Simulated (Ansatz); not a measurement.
Mg:
```
Mg
1.0
    1.59122     0.91869     7.71098
   -1.59122     0.91869     7.71098
    0.00000    -1.83738     7.71098
Mg
3
Direct
  0.00000   0.00000   0.00000
  0.22204   0.22204   0.22204
  0.77796   0.77796   0.77796
```

This is the PBEsol-relaxed structure. Tensor components refer to the Cartesian frame of this cell.

Problem. All from the program Ansatz at the PBEsol level (PAW), unless another level is named. Estimate the Poisson's ratio.

Solution. 0.27.

Problem. Give the elastic constants (relaxed ions, GPa).

Solution. C11 = 65.2, C12 = 25.4, C13 = 20.7, C14 = 0.3, C33 = 71.3, C44 = 19.6.

Problem. Next, the highest zone-centre frequency?

Solution. 6.64 THz.

Space group R-3m (9R (Sm type)). The workflow started from a Materials Project entry (that database holds measured and hypothetical structures alike); the Crystallography Open Database copy checked does not list it. It is not the phase usual at ambient conditions (space group No. 194). The PBEsol relaxation kept the symmetry of its start; its stability against distortions is not shown here. As this level gives no gap, shear constants depend on the k-mesh and smearing (Fermi–Dirac, 0.1 eV here). As this level gives no gap, phonon frequencies hold no LO–TO term and depend on the k-mesh and smearing (Fermi–Dirac, 0.1 eV here).

Potentials: the earlier of the program's two PAW sets. The files were generated under PBE; for other functionals the program regenerates the frozen cores, and for LDA and PBEsol the local potential too.
